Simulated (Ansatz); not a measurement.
## Vibrational response of MgO₂

Computed with DFT PBEsol, scalar-relativistic, plane waves, PAW in Ansatz 0.2.0. Settings: 420 eV plane-wave cutoff, Γ-centred 6×6×6 mesh, fixed occupations. No spin polarisation. Phonons by linear response, acoustic sum rule imposed.

Equilibrium structure at this level:
```yaml
crystal:
  lattice:
    - [4.84083, 0.00000, 0.00000]
    - [0.00000, 4.84083, 0.00000]
    - [0.00000, 0.00000, 4.84083]
  atoms:
    - { symbol: Mg, position: [0.00000, 0.50000, 0.50000] }
    - { symbol: Mg, position: [0.50000, 0.50000, 0.00000] }
    - { symbol: Mg, position: [0.50000, 0.00000, 0.50000] }
    - { symbol: Mg, position: [0.00000, 0.00000, 0.00000] }
    - { symbol: O, position: [0.41163, 0.08837, 0.91163] }
    - { symbol: O, position: [0.08837, 0.91163, 0.41163] }
    - { symbol: O, position: [0.91163, 0.41163, 0.08837] }
    - { symbol: O, position: [0.58837, 0.58837, 0.58837] }
    - { symbol: O, position: [0.41163, 0.41163, 0.41163] }
    - { symbol: O, position: [0.08837, 0.58837, 0.91163] }
    - { symbol: O, position: [0.91163, 0.08837, 0.58837] }
    - { symbol: O, position: [0.58837, 0.91163, 0.08837] }
```

Optical modes at Γ (transverse, no macroscopic field); i marks an imaginary frequency:
```csv
frequency (cm⁻¹),degeneracy,IR intensity of the level ((D/Å)²/amu)
216,2,0.00
217,3,1.98
230,1,0.00
326,3,12.34
362,1,0.00
377,3,17.70
401,3,0.00
418,3,39.14
426,2,0.00
432,2,0.00
451,3,13.01
455,3,0.00
894,3,0.00
904,1,0.00
```

All 33 optical modes at Γ are real: no displacement of atoms at fixed cell lowers the energy to second order. Strains and modes at other wave vectors aren't tested by this run.

* Electronic dielectric constant ε∞ (principal values): 3.05
* Static dielectric constant ε0 (principal values): 6.6
* Refractive index √ε∞, mean: 1.75
* Kohn–Sham gap on the mesh: 3.97 eV
* Cost: 2.1 min on 4 threads of Arm Neoverse V1, with other jobs on the host, peak memory 2.7 GiB

Born effective charges (e):
| atom | Z*xx | Z*yy | Z*zz | mean |
| --- | --- | --- | --- | --- |
| Mg (atom 1) | 2.04 | 2.04 | 2.04 | 2.04 |
| O (atom 5) | -1.02 | -1.02 | -1.02 | -1.02 |

Whether MgO2 exists in this form wasn't checked.